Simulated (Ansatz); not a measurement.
## Ca₇Mg₂N₆: 25Mg NMR of the central transition

Cell: a Materials Project structure (computed, not necessarily an observed phase) whose atoms were relaxed with PBE, the cell held.

Space group C2/m (No. 12); a = 6.1423, b = 12.6604, c = 6.4233 Å, β = 94.58°.

| site | Wyckoff | site symmetry | x | y | z |
| --- | --- | --- | --- | --- | --- |
| Ca1 | 2b | 2/m | 0.5000 | 0.0000 | 0.0000 |
| Ca2 | 4h | 2 | 0.5000 | 0.1223 | 0.5000 |
| Ca4 | 8j | 1 | 0.6500 | 0.6726 | 0.8253 |
| Mg | 4i | m | 0.8788 | 0.0000 | 0.6730 |
| N10 | 8j | 1 | 0.7600 | 0.8549 | 0.8035 |
| N14 | 4i | m | 0.7554 | 0.0000 | 0.3404 |

One atom of each set is listed; the run and its k-mesh use a cell of 15 atoms with edges of 7.04, 7.04, 6.42 Å.

Computed with Ansatz: DFT, PBEsol, plane waves and PAW, scalar-relativistic, 420 eV cutoff, Γ-centred 5×5×5 k-points, Fermi–Dirac smearing 0.02 eV.

25Mg has I = 5/2 and Q = 199.4 mb (Pyykkö 2018); at 35.2 T its Larmor frequency is ν₀ = 91.8 MHz. Only the quadrupole interaction is simulated: positions count from each site's isotropic chemical shift, and J coupling is left out, as are shift anisotropy and dipolar coupling, which fast spinning averages.

(1) Simulate the second-order pattern (fast magic-angle spinning, Gaussian broadening 0.09 kHz) of site Mg (4 N at 2.17–2.26 Å).

Answers

(1) The calculation gives C_Q = 4.12 MHz and η = 0.94, so ν_Q = 0.619 MHz and the centre of gravity lies at -15.7 ppm (-1.44 kHz).

```tsv
offset (kHz)	height
-3.343	0
-3.190	4
-3.037	15
-2.884	17
-2.731	18
-2.578	19
-2.425	20
-2.272	22
-2.119	24
-1.966	27
-1.813	46
-1.660	87
-1.507	100
-1.355	68
-1.202	52
-1.049	44
-0.896	38
-0.743	35
-0.590	32
-0.437	29
-0.284	27
-0.131	25
0.022	9
0.175	0
```

The run took 57 s of wall time (57 s of CPU time) and 0.79 GiB at its peak, on 1 thread of Arm Neoverse V2 (aarch64; 8 cores open to the job, memory cap 3.0 GiB, no GPU), a shared host with a load of 0.9 a core.
